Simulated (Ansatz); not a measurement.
# Band table of Rh

```
Rh
1.0
     0.00000    1.90787    1.90787
     1.90787    0.00000    1.90787
     1.90787    1.90787    0.00000
Rh
1
Cartesian
  0.0000 0.0000 0.0000
```

The cell comes from COD entry 9008482, which wasn't checked; take it as a given geometry. The listed cell was then made from it by scaling, straining or moving an atom.

Theory: DFT, LDA, all-electron LAPW, scalar-relativistic (Ansatz 0.2.0).

Numerical set-up: a Γ-centred 16×16×16 k mesh, Fermi–Dirac smearing of 0.03 eV, basis error target 0.25 meV/atom, no spin polarisation.

Path points, in fractions of the reciprocal vectors: Γ (0.000, 0.000, 0.000), X (0.500, 0.000, 0.500), U (0.625, 0.250, 0.625), K (0.375, 0.375, 0.750), L (0.500, 0.500, 0.500), W (0.500, 0.250, 0.750). Levels in eV from the Fermi level; bands 10 to 16, counted from the lowest band of the run. The gap is zero.

```
# k(1/Å) point b10 b11 b12 b13 b14 b15 b16
0.000 Γ -7.97 -3.05 -3.05 -3.05 -0.96 -0.96 15.78
0.329 - -7.45 -3.39 -2.78 -2.78 -1.31 -0.83 16.54
0.659 - -6.16 -4.19 -2.00 -2.00 -1.97 -0.47 18.45
0.988 - -5.51 -5.05 -1.23 -0.82 -0.82 0.00 16.98
1.317 - -5.97 -5.67 0.40 0.40 0.41 1.39 14.23
1.647 X -6.24 -5.89 0.57 0.99 0.99 3.18 12.08
1.763 - -6.19 -5.84 0.50 0.65 0.96 3.59 12.00
1.880 - -6.07 -5.70 -0.03 0.31 0.89 4.45 11.62
1.996 - -5.89 -5.45 -0.75 0.03 0.76 5.48 10.73
2.112 - -5.68 -5.11 -1.43 -0.31 0.59 6.59 9.62
2.229 U -5.45 -4.71 -2.05 -0.66 0.38 7.76 8.45
2.431 - -5.19 -4.47 -2.59 -0.94 0.44 7.94 8.38
2.632 - -4.79 -4.22 -3.32 -1.20 0.57 7.87 8.56
2.834 - -4.79 -4.22 -3.32 -1.20 0.57 7.87 8.56
3.036 - -5.19 -4.47 -2.59 -0.94 0.44 7.94 8.38
3.237 K -5.45 -4.71 -2.05 -0.66 0.38 7.76 8.45
3.587 - -4.64 -3.72 -3.40 -1.55 -0.45 5.06 11.45
3.936 - -4.58 -3.95 -3.22 -1.91 -1.40 2.08 13.88
4.285 - -5.96 -3.81 -2.65 -2.26 -1.70 -0.10 16.32
4.634 - -7.39 -3.32 -2.84 -2.79 -1.21 -0.91 16.58
4.984 Γ -7.97 -3.05 -3.05 -3.05 -0.96 -0.96 15.78
5.269 - -7.58 -3.21 -2.90 -2.90 -1.03 -1.03 16.33
5.554 - -6.62 -3.39 -2.68 -2.68 -1.01 -1.01 16.41
5.839 - -5.96 -2.78 -2.78 -2.59 -0.47 -0.47 13.34
6.125 - -6.00 -3.01 -3.01 -0.60 0.26 0.26 10.16
6.410 L -6.08 -3.11 -3.11 0.58 0.58 0.70 8.46
6.643 - -5.87 -3.31 -2.92 -0.90 0.54 2.42 8.40
6.876 - -5.31 -3.80 -2.35 -2.14 0.44 4.35 8.29
7.108 - -4.62 -4.37 -3.04 -1.59 0.39 6.37 8.30
7.341 - -4.79 -4.02 -3.58 -1.19 0.70 8.33 8.74
7.574 W -4.95 -3.77 -3.77 -1.17 0.99 9.49 9.49
7.739 - -5.12 -4.51 -2.88 -0.96 0.99 8.11 10.73
7.903 - -5.50 -5.11 -1.87 -0.46 0.99 6.66 11.30
8.068 - -5.88 -5.54 -0.77 0.06 0.99 5.22 11.64
8.233 - -6.15 -5.80 0.34 0.43 0.99 3.90 11.95
8.397 X -6.24 -5.89 0.57 0.99 0.99 3.18 12.08
```
